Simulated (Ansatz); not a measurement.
# WAu: 4 runs at one level of theory

```
W Au
1.0
     0.00000    2.90921    2.90921
     2.90921    0.00000    2.90921
     2.90921    2.90921    0.00000
W Au
1 1
Direct
  0.00000 0.00000 0.00000
  0.75000 0.75000 0.75000
```

The cell comes from a database or a generator and needn't be the stable form of this composition.

Alike in all runs: task band structure; functional PBE; k mesh 8 × 8 × 8; occupations fermi-dirac, width 0.05 eV; no spin polarisation; no spin-orbit coupling. Pressure is positive in compression and, in plane waves, holds the error of the finite cutoff, which Ansatz's Pulay term estimates and takes out.

| program and potentials | plane-wave cutoff (eV) | notes | pressure (GPa) |
| --- | --- | --- | --- |
| Ansatz, Ansatz PAW (files of its older set among them) | 760 | 23.5 valence electrons an atom on average | ? |
| Ansatz, SPMS NC | 517 | 16.5 valence electrons an atom on average; Pulay term of +0.03 GPa included | 0.27 |
| Ansatz, PseudoDojo stringent (PBE files) | 1034 | 16.5 valence electrons an atom on average; Pulay term of +0.03 GPa included | -0.01 |
| Ansatz, JTH PAW | 1290 | 12.5 valence electrons an atom on average | 0.37 |

Problem. Estimate from the other rows what the run with Ansatz, Ansatz PAW (files of its older set among them) gave.

Solution. Pressure 0.12 GPa. The other rows, which needn't bracket it: pressure -0.01 to 0.37.
